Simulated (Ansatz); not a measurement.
An Ansatz (an electronic-structure program) run. Input:

Ansatz 0.2 input:
```yaml
crystal:
  lattice:
    - [3.2729196656, 0.0, 0.0]
    - [-1.6364598328, 2.834431575, 0.0]
    - [0.0, 0.0, 3.9912409318]
  atoms:
    - { symbol: Li, position: [0.3333333333, 0.6666666667, 0.25] }
    - { symbol: Li, position: [0.6666666667, 0.3333333333, 0.75] }
    - { symbol: F, position: [0.3333333333, 0.6666666667, 0.75] }
    - { symbol: F, position: [0.6666666667, 0.3333333333, 0.25] }
kpoints:
  mp_grid: { grid: [8, 8, 6] }
hamiltonian:
  xc: r2scan
  dispersion: d4
  pseudopotentials: { kind: paw }
scf:
  occupations: { method: fixed }
output:
  optics: { e_range: [0.0, 15.0], de: 0.05, sigma: 0.1, bands: { spectra_wanted_up_to: 12 eV } }
```

Output (shortened):

```
output.optics: the spectra are integrated over the Brillouin zone by k·p interpolation around the k-points, where levels, occupations, output.optics.sigma and …
Pseudopotential: Li, paw, valence charge 3
Pseudopotential: F, paw, valence charge 7
Functional definition: r2SCAN
Crystal: 4 atoms, lattice volume = 37.026 Å³
Basis set: ecut = 500 eV, 921 PW (Γ), exchange–correlation on 96×96×120 points (64 copies of the dense FFT grid, shifted against one another)
Bands: 14, of which v1, the nominal top of the filled ones, is band 10 counted from 1 (9 counted from 0)
Symmetry: 24 space group operations
Space group: P63/mmc (ITA 194), of the structure as read, at distance tolerance 3.3e-5 Å
k-points: 40 of 384
SCF iter   1: F=—  HF=-2036.566363 eV  |F-HF|=—  |Δ(HF+E_count)|=         —  Δρ=7.49e-3  dr2=1.82e-2  dr2_τ=6.98e-2  ethr=1.77e-3  ⟨swp⟩=4.0  Hψ=2597  notcnv=0  defer=70
preconditioner: auto → none
SCF iter   2: F=—  HF=-2036.659394 eV  |F-HF|=—  |Δ(HF+E_count)|=   9.30e-2  Δρ=4.53e-3  dr2=1.90e-3  dr2_τ=6.84e-4  ethr=9.10e-5  ⟨swp⟩=3.0  Hψ=1388  notcnv=0  defer=80
SCF iter   3: F=—  HF=-2036.659288 eV  |F-HF|=—  |Δ(HF+E_count)|=   1.06e-4  Δρ=1.54e-3  dr2=3.64e-4  dr2_τ=6.97e-5  ethr=9.51e-6  ⟨swp⟩=2.0  Hψ=878  notcnv=0  defer=80
SCF iter   4: F=—  HF=-2036.659262 eV  |F-HF|=—  |Δ(HF+E_count)|=   2.62e-5  Δρ=4.19e-4  dr2=2.61e-5  dr2_τ=4.82e-6  ethr=1.82e-6  ⟨swp⟩=2.0  Hψ=640  notcnv=0  defer=80
SCF iter   5: F=—  HF=-2036.659260 eV  |F-HF|=—  |Δ(HF+E_count)|=   2.25e-6  Δρ=5.74e-5  dr2=4.06e-7  dr2_τ=1.02e-7  ethr=1.31e-7  ⟨swp⟩=1.0  Hψ=560  notcnv=0  defer=2
SCF iter   6: F=—  HF=-2036.659263 eV  |F-HF|=—  |Δ(HF+E_count)|=   3.63e-6  Δρ=5.17e-6  dr2=2.70e-9  dr2_τ=1.01e-9  ethr=2.03e-9  ⟨swp⟩=2.0  Hψ=962  notcnv=0
SCF iter   7: F=—  HF=-2036.659263 eV  |F-HF|=—  |Δ(HF+E_count)|=   4.75e-9  Δρ=3.44e-7  dr2=3.01e-11  dr2_τ=2.71e-12  ethr=1.35e-11  ⟨swp⟩=2.0  Hψ=960  notcnv=0
SCF iter   8: F=-2036.659263 eV  HF=-2036.659263 eV  |F-HF|=4.55e-13  |Δ(HF+E_count)|=  4.32e-11  Δρ=3.58e-8  dr2=2.56e-13  dr2_τ=6.36e-14  ethr=1.00e-12  ⟨swp⟩=3.0  Hψ=1797  notcnv=0
SCF 1 converged in 8 iterations: F = -2036.659263 eV  dr2 = 2.56e-13
NSCF: frozen V_eff on 40 k-points
Optics k sum: 0 of 40 k-points
Optics k sum: 2 of 40 k-points
Optics k sum: 4 of 40 k-points
Optics k sum: 6 of 40 k-points
Optics k sum: 8 of 40 k-points
Optics k sum: 10 of 40 k-points
Optics k sum: 12 of 40 k-points
Optics k sum: 14 of 40 k-points
Optics k sum: 16 of 40 k-points
Optics k sum: 18 of 40 k-points
Optics k sum: 20 of 40 k-points
Optics k sum: 22 of 40 k-points
Optics k sum: 24 of 40 k-points
Optics k sum: 26 of 40 k-points
Optics k sum: 28 of 40 k-points
Optics k sum: 30 of 40 k-points
Optics k sum: 32 of 40 k-points
Optics k sum: 34 of 40 k-points
Optics k sum: 36 of 40 k-points
Optics k sum: 38 of 40 k-points
Optics k sum: 40 of 40 k-points
Optics k sum: 0 of 40 k-points
Optics k sum: 2 of 40 k-points
Optics k sum: 4 of 40 k-points
Optics k sum: 6 of 40 k-points
Optics k sum: 8 of 40 k-points
Optics k sum: 10 of 40 k-points
Optics k sum: 12 of 40 k-points
Optics k sum: 14 of 40 k-points
Optics k sum: 16 of 40 k-points
Optics k sum: 18 of 40 k-points
Optics k sum: 20 of 40 k-points
Optics k sum: 22 of 40 k-points
Optics k sum: 24 of 40 k-points
Optics k sum: 26 of 40 k-points
Optics k sum: 28 of 40 k-points
Optics k sum: 30 of 40 k-points
Optics k sum: 32 of 40 k-points
Optics k sum: 34 of 40 k-points
Optics k sum: 36 of 40 k-points
Optics k sum: 38 of 40 k-points
Optics k sum: 40 of 40 k-points
NSCF: frozen V_eff on 1 k-points
NSCF: frozen V_eff on 1 k-points
output.optics: what the bands over the 19 summed would add to eps1, eps2 and the energy-loss function is held between a lower and an upper bound (9 Lanczos …
SCF converged after 8 iterations
Free energy (F): -2036.659263 eV
Harris-Foulkes:  -2036.659263 eV  (|F-HF|=4.55e-13)
Internal energy: -2036.659263 eV  (E = F + TS)
E sigma→0 (E₀):  -2036.659263 eV
Fermi energy:    -0.591576 eV
--- Per-component energies (eV) ---
  E_band       = -277.066213
  E_kinetic    = 464.896823
  E_local      = -1442.630997  (includes V_loc(G=0)·N_el)
  E_nonlocal   = 79.511645
  E_hartree    = 519.738301
  E_xc         = -181.989612
  E_vxc        = -266.476560  (∫ρ·V_xc dr)
  E_paw        = -450.259498  (= ΣΔE_a)
  E_vpaw       = -171.365630  (= ΣTr[D̂ρ^β])
  E_aug_tail   = 0.002219  (compensation charges beyond the density's cutoff)
  E_vtau       = 19.519698  (kinetic-family band-sum trace: ∫τ·v_τ [+ j·A + Jᵃ·Aᵃ] dr)
  E_ewald      = -1025.770184
  E_disp       = -0.095176  (pairwise vdW)
  E_core_change = -0.062783  (= ΣΔE_core)
  E_smearing   =  0.000000  (= −TS)
  E_closure    =  0.000000  (closes the sum)
  Σ components = -2036.659263   (vs F -2036.659263, Δ=0.00e0)
  [band-id]    e_kinetic+e_local+e_nonlocal+2·e_hartree+e_vxc+e_vpaw+e_augmentation_tail+e_vtau = -277.066201   (vs E_band -277.066213, Δ=1.20e-5)
--- Band table (eV; the first three rows and the last of 40) ---
  k-point 0: bands = ["-42.3789", "-42.2962", "-21.6627", "-21.0067", "-3.4935", "-1.8811", "-1.8811", "-1.0885", "-1.0885", "-0.5916", "7.9741", "15.3056", "16.8948", "17.3088"]
  k-point 1: bands = ["-42.3730", "-42.3014", "-21.6286", "-21.0620", "-3.2787", "-1.8266", "-1.8266", "-1.1395", "-1.1395", "-0.7655", "8.2910", "14.0607", "17.2729", "17.2729"]
  k-point 2: bands = ["-42.3572", "-42.3159", "-21.5290", "-21.2035", "-2.7061", "-1.6784", "-1.6784", "-1.2808", "-1.2808", "-1.2549", "9.1935", "12.2512", "17.2964", "17.2964"]
  k-point 39: bands = ["-42.3207", "-42.3207", "-21.3605", "-21.3605", "-2.6719", "-2.6719", "-2.3053", "-2.3053", "-0.7510", "-0.7510", "12.1882", "12.1882", "14.5734", "14.5734"]
```

Cost: around 50 core-seconds (rough) on shared cores.

Space group P6_3/mmc. The start of the workflow was typed in or built on a structure type; neither database checked (COD, Materials Project) lists it. It is not the phase usual at ambient conditions (space group No. 225). Symmetry was held in the r²SCAN+D4 relaxation; whether a distortion lowers the energy is not shown. The volume moved by -42 % from the start of the relaxation.

Potentials: the later of the program's two PAW sets.

Ansatz is a plane-wave DFT program.
